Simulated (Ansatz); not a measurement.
TaN (Fm-3m), a vibration from a frozen displacement

Method: Ansatz 0.2.0, DFT r2SCAN, scalar-relativistic, plane waves, PAW. Cutoff 500 eV, Γ-centred 18×18×18 k-points, Gaussian smearing of 0.15 eV. Spin–orbit coupling is left out, which matters for the heavy elements here. No spin polarisation. Energies are free energies at this smearing, counted from the undisturbed cell; pressure is positive in compression.

The starting cell (as given, not relaxed at this level; it stands at 9.8 GPa; this rock-salt form isn't the usual structure):

```yaml
crystal:
  lattice:
    - [0.00000, 2.17900, 2.17900]
    - [2.17900, 0.00000, 2.17900]
    - [2.17900, 2.17900, 0.00000]
  atoms:
    - { symbol: Ta, position: [0.50000, 0.50000, 0.50000] }
    - { symbol: N, position: [0.00000, 0.00000, 0.00000] }
```

Every Ta atom is moved by x along the Cartesian unit vector (0.000, 0.000, 1.000); the cell and all other atoms stay fixed. The cell's volume is 20.69 Å³; the moved atoms weigh 180.948 u together and the others 14.007 u. Some rows repeat others by symmetry and weren't run.

```
  x (Å)  ΔE (meV/cell) total force on the moved atoms along the move (eV/Å) pressure (GPa)
-0.1000          45.58                                                0.9473         11.5825
-0.0875          34.58                                                0.8141         11.1586
-0.0750          25.20                                                0.6872         10.7927
-0.0625          17.38                                                0.5653         10.4846
-0.0500          11.06                                                0.4471         10.2326
-0.0375           6.19                                                0.3322         10.0370
-0.0250           2.74                                                0.2199          9.8974
-0.0125           0.68                                                0.1095          9.8138
 0.0000           0.00                                                0.0000          9.7859
 0.0125           0.68                                               -0.1095          9.8138
 0.0250           2.74                                               -0.2199          9.8974
 0.0375           6.19                                               -0.3322         10.0370
 0.0500          11.06                                               -0.4471         10.2326
 0.0625          17.38                                               -0.5653         10.4846
 0.0750          25.20                                               -0.6872         10.7927
 0.0875          34.58                                               -0.8141         11.1586
 0.1000          45.58                                               -0.9473         11.5825
```

Task: What frequency belongs to this motion?

Result: The force constant is k = −dF/dx = 8.760 eV/Å², from the parabola through x = -0.0125, 0 and 0.0125. In every cell the moved atoms swing against the rest, so the mass is μ = m₁m₂/(m₁ + m₂) = 13.001 u, and ν̃ = 521.5 cm⁻¹ × √(|k|/μ) = 428 cm⁻¹, at this cell's pressure of 9.8 GPa. To first order in x, and within 1 %, the force on every atom lies along the move and, within each of the two groups, in proportion to the atom's mass, so this is itself a mode at the zone centre of this cell.

Task: How far does the harmonic law reach?

Result: At x = -0.100 Å, kx²/2 = 43.80 meV against the computed 45.58 meV (+4.1 %): the well is still close to harmonic there.

Task: The pressure changes with x². What does that say about the frequency under compression?

Result: With E = k(V)x²/2, k ∝ V^(−2γ) and x scaling with the cell as V^(1/3), P − P0 = −∂E/∂V = (2γ − 2/3) ΔE/V. At x = 0.0250 Å, V(P − P0) = 20.69 × 0.11150 / 160.2 eV = 14.40 meV and ΔE = 2.74 meV, so γ = 1/3 + V(P − P0)/(2ΔE) = 2.96. This is the Grüneisen parameter of the motion under uniform scaling of the cell: shrinking the cell evenly by 1 % in volume raises the frequency by about 2.96 %.

In a metal these slopes depend on the k mesh and the smearing.